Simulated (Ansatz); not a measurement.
CuAu₃ (Cu3Au type, Pm-3m) under volume change, the program Ansatz at the r²SCAN level (PAW), scaled uniformly.

| V (Å³/atom) | E − E(relaxed) (meV/atom) | P (GPa) |
|---|---|---|
| 14.681 | 77.0 | 18.80 |
| 15.165 | 31.9 | 11.28 |
| 15.649 | 7.5 | 5.11 |
| 16.133 | 0.0 | 0.00 |
| 16.617 | 6.6 | -4.21 |
| 17.101 | 24.7 | -7.66 |
| 17.585 | 52.2 | -10.47 |

Question: What does a third-order Birch–Murnaghan fit give for V₀, B₀ and B′?

Answer: V₀ = 16.13 Å³/atom, B₀ = 154 GPa, B′ = 5.5.

The workflow started from an entry of the Crystallography Open Database (COD). Whether it is the stable phase at ambient conditions was not checked. The cell was relaxed with r²SCAN under the symmetry of its start; whether a distortion lowers the energy is not shown. The run is not spin-polarised. Spin–orbit coupling is left out wherever it is not named.

Potentials: the later of the program's two PAW sets.
